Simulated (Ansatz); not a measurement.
**Property card for AlC$_{6}$**

AlC6:
```
AlC6
1.0
    0.00000     3.67490    -2.12171
    0.00000     3.67490     2.12171
    6.52443     0.00000     0.00000
C Al
6 1
Direct
  0.04517   0.95483   0.00000
  0.04517   0.62081   0.00000
  0.37850   0.28816   0.00000
  0.37919   0.95483   0.00000
  0.71184   0.62150   0.00000
  0.71115   0.28885   0.00000
  0.04478   0.95522   0.50000
```

Space group P-62m (No. 189); conventional cell a = b = 4.2434 Å, c = 6.5244 Å, α = β = 90.00°, γ = 120.00°.

Method: r²SCAN (plane waves, PAW; program Ansatz). Geometry: relaxed at this level of theory. Other levels are named where they apply.

Cell and energy:

| Quantity | Result |
|---|---|
| Volume per atom | 14.53 Å³ |
| Density | 1.62 g/cm³ |
| Formation energy from the elements (no fitted shifts) | 0.36 eV/atom |

Electronic structure:

| Quantity | Value |
|---|---|
| Electronic character | metallic (no gap) |
| Density of states at the Fermi level | 0.22 states/eV per atom (mean over ±0.08 eV) |

Mechanics:

| Property | Value |
|---|---|
| Bulk modulus (Birch–Murnaghan fit) | 12.7 GPa |
| Pressure derivative B′ | 7.4 |

The start of the workflow was typed in or built on a structure type; neither database checked (COD, Materials Project) lists it. Whether it is the stable phase at ambient conditions was not checked. The cell was relaxed with r²SCAN under the symmetry of its start; its stability against distortions is not shown here. The volume moved by 93 % from the start of the relaxation. Its formation energy is positive at this level, so the cell may be metastable or incomplete. Point labels and valley counts follow the cell and symmetry of the run, lower than the named group. The references are the lowest solids computed at this level, not always the standard phases.

Potentials: the earlier of the program's two PAW sets. The files were generated under PBE; for other functionals the program regenerates the frozen cores, and for LDA and PBEsol the local potential too.
